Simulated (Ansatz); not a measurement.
Relaxed AlN (zinc blende):

```
CELL_PARAMETERS angstrom
      0.00000     4.40321     4.40321
      2.20161     2.20161     4.40321
      2.20161     2.20161     0.00000
ATOMIC_POSITIONS crystal
  N  0.00000 0.75000 0.75000
  N  0.50000 0.75000 0.75000
  Al 0.00000 0.00000 0.00000
  Al 0.50000 0.00000 0.00000
```

The atoms are displaced by Q × the pattern below (from a DFPT mode at X = (0.5, 0.5, 0.0), largest move 1; Q in Å), at fixed cell. It is one choice among 2 degenerate patterns. (q is in reciprocal vectors of the primitive cell; the cell shown is doubled to hold the pattern.)

```
atom       x       y      z
----  ------  ------  -----
N1     0.000   1.000  0.000
N2     0.000  -1.000  0.000
Al3   -0.344   0.000  0.000
Al4    0.344   0.000  0.000
```

Computed with PBE (plane waves to 420 eV, PAW, scalar-relativistic; Ansatz, a first-principles code). k mesh 13×13×13 (Γ-centred), Fermi-Dirac smearing 0.05 eV. E stands for the smeared free energy. AlN was relaxed with its symmetry unable to fall. ΔE is measured from the undisplaced structure.

```
Q (Å)   ΔE (meV/cell)
------  -------------
-0.180       withheld
-0.150            585
-0.120            373
-0.090            209
-0.060             93
-0.030             23
0.000               0
0.030              23
0.060              93
0.090             209
0.120             373
0.150             585
0.180        withheld
```

**Question.** Fit an even polynomial form (powers 2, 4) to the given rows and predict ΔE at Q = 0.180.

**Answer.** Least squares on the 11 given rows: ΔE = (25720)·Q² + (12380)·Q⁴, in meV/cell with Q in Å; root-mean-square residual 0.1 meV/cell. At 0.180 the fit gives 846 meV/cell; the calculation gives 845 meV/cell, so the extrapolation is off by 1 (+0.1 %). The quadratic term alone would give 833 meV/cell.

(For displaced atoms, the force is minus the slope of the energy, and its curvature is a force constant, which sets phonon frequencies.)
